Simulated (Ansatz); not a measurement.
BN in space group P6/mmm (No. 191; B on 1b, N on 1a), DFT-r²SCAN+D4 in the program Ansatz with PAW potentials, all energies at zero smearing, with the estimated change up to a 700 eV cutoff added, with one set of potentials and settings (totals compare only within such a set). Cell of 6 atoms (3 B, 3 N): -1627.428 eV.

```
element             reference phase  E (eV/atom)
-------  --------------------------  -----------
B        R-3m, 12 atoms in the cell    -156.6448
N         Pa-3, 8 atoms in the cell    -384.8553
```

Formation energy per atom, worked out: (-1627.428 − 3×(-156.6448) − 3×(-384.8553))/6 = -0.488 eV/atom (-47 kJ per mol of atoms), at 0 K, without zero-point energy or fitted corrections.

The start of the workflow was typed in or built on a structure type; neither database checked (COD, Materials Project) lists it. It is not the phase usual at ambient conditions (space group No. 186, 194, 216). Symmetry was held in the r²SCAN+D4 relaxation. At this level the phase is mechanically unstable. The volume moved by 88 % from the start of the relaxation. The references are the lowest solids computed at this level, not always the standard phases (solids in place of the gases).

Potentials: the later of the program's two PAW sets.
